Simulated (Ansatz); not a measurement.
The cell is NaFeN (P6_3mc) from a database of computed structures; cell and atoms were relaxed with r2SCAN. Space group P6_3mc (No. 186), hexagonal; conventional cell a = 2.974 Å, c = 9.733 Å, 12.42 Å³ an atom. Na has 4 N at 2.56–2.97 Å; Fe has 3 N at 1.78 Å; N has 3 Fe at 1.78 Å and 4 Na at 2.56–2.97 Å.

3 runs of the plane-wave code Ansatz on this cell differ in the functional (and in the settings that go with it). Levels are in eV from each run's valence top; v1 is the last filled band, c1 the first empty one.

Run A, mean stress -2.1 GPa (compression positive):

| point | v4 | v3 | v2 | v1 | c1 | c2 |
| --- | --- | --- | --- | --- | --- | --- |
| Γ | -1.24 | -1.24 | -1.24 | -1.24 | 2.46 | 3.42 |
| M | -1.29 | -1.29 | -0.54 | -0.35 | 1.17 | 1.25 |
| K | -1.42 | -1.11 | -0.65 | -0.65 | 1.28 | 1.28 |
| A | -1.24 | -1.24 | -1.24 | -1.24 | 2.82 | 2.82 |
| L | -1.29 | -1.29 | -0.44 | -0.44 | 1.20 | 1.20 |
| H | -1.28 | -1.28 | -0.65 | -0.65 | 1.28 | 1.28 |

Run B, mean stress 0.0 GPa (compression positive):

| point | v4 | v3 | v2 | v1 | c1 | c2 |
| --- | --- | --- | --- | --- | --- | --- |
| Γ | -0.69 | -0.69 | -0.68 | -0.68 | 1.98 | 2.84 |
| M | -0.87 | -0.81 | -0.70 | -0.70 | 0.84 | 0.95 |
| K | -1.08 | -0.80 | -0.40 | -0.40 | 0.54 | 0.54 |
| A | -0.69 | -0.69 | -0.69 | -0.69 | 2.29 | 2.29 |
| L | -0.85 | -0.85 | -0.70 | -0.70 | 0.89 | 0.89 |
| H | -0.95 | -0.95 | -0.40 | -0.40 | 0.53 | 0.53 |

Run C, mean stress +3.7 GPa (compression positive):

| point | v4 | v3 | v2 | v1 | c1 | c2 |
| --- | --- | --- | --- | --- | --- | --- |
| Γ | -0.63 | -0.63 | -0.63 | -0.63 | 1.80 | 2.50 |
| M | -0.90 | -0.82 | -0.59 | -0.59 | 0.84 | 0.95 |
| K | -1.01 | -0.73 | -0.34 | -0.34 | 0.35 | 0.35 |
| A | -0.63 | -0.63 | -0.63 | -0.63 | 2.05 | 2.05 |
| L | -0.89 | -0.89 | -0.59 | -0.59 | 0.89 | 0.89 |
| H | -0.88 | -0.88 | -0.34 | -0.34 | 0.34 | 0.34 |

Problem. Match the runs to PBE, r2SCAN, HSE06.

Solution. A is HSE06, B is r2SCAN, C is PBE. In order of the gap: PBE 0.34, r2SCAN 0.53, HSE06 1.17 eV. The stress vanishes for r2SCAN, which relaxed the cell.

Calculated for a static, non-magnetic cell.

The program warns that its thresholds are loose for a hybrid's stress.

The meshes of the hybrids are coarse, so their gaps aren't converged to the digits shown.
